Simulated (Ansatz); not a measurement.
Computed with DFT PBE, scalar-relativistic, plane waves, PAW, and for the lanthanide a 4f-in-core norm-conserving potential (Ansatz). Cutoff 690 eV, Γ-centred meshes of about 0.25 Å⁻¹ or finer for metals and 0.3 Å⁻¹ for insulators (2π included), Gaussian smearing. No spin polarisation.

Relaxed structures of Tm₂MgC₂, with energies over the first row. Coordination counts C atoms around Mg and Tm (those within 1.25 times the shortest such distance or 1.15 times the sum of covalent radii, 1.27 where that leaves under three; the shortest distance is added where it exceeds 1.18 times the sum of covalent radii).

```
#   form               sites  V (Å³/atom)           coordination  ΔE (meV/atom)
1  P-3m1  Tm 2d; Mg 1a; C 2d         15.6  Tm 5, Mg 6 from 2.7 Å              0
2   Immm  Tm 4j; Mg 2a; C 4h         16.7             Tm 4, Mg 4             56
```

A further structure, relaxed alike:

```cif
data_structure
_symmetry_space_group_name_H-M 'I4/mmm'
_symmetry_Int_Tables_number 139
_cell_length_a 3.5263
_cell_length_b 3.5263
_cell_length_c 13.7456
_cell_angle_alpha 90.000
_cell_angle_beta 90.000
_cell_angle_gamma 90.000
_cell_volume 170.92
loop_
_atom_site_label
_atom_site_type_symbol
_atom_site_symmetry_multiplicity
_atom_site_Wyckoff_symbol
_atom_site_fract_x
_atom_site_fract_y
_atom_site_fract_z
_atom_site_occupancy
Tm1 Tm 4 e 0.50000 0.50000 0.16598 1
Mg1 Mg 2 a 0.00000 0.00000 0.00000 1
C1 C 4 e 0.50000 0.50000 0.34211 1
```

Q: Place it among the others.

A: It is the lowest, 133 meV/atom below row 1, with space group I4/mmm (No. 139) and 17.1 Å³/atom. Counting C atoms around Mg and Tm, this cell has Tm 5, Mg 2 and row 1 has Tm 5, Mg 6 from 2.7 Å. Tm is surrounded by 5 C at 2.42–2.50 Å, 4 Mg at 3.38 Å and 8 Tm at 3.40–3.53 Å; Mg has 2 C at 2.17 Å and 8 Tm at 3.38 Å; C is surrounded by 1 Mg at 2.17 Å and 5 Tm at 2.42–2.50 Å.

With atoms moved at random, the further cell came back. Row 1 and row 2 had no clear such test and can be saddle points. Some types were kept out of the candidates beforehand, so the set may lack a known form.

The lanthanide is trivalent by construction, without f bands, f moments or other valences.
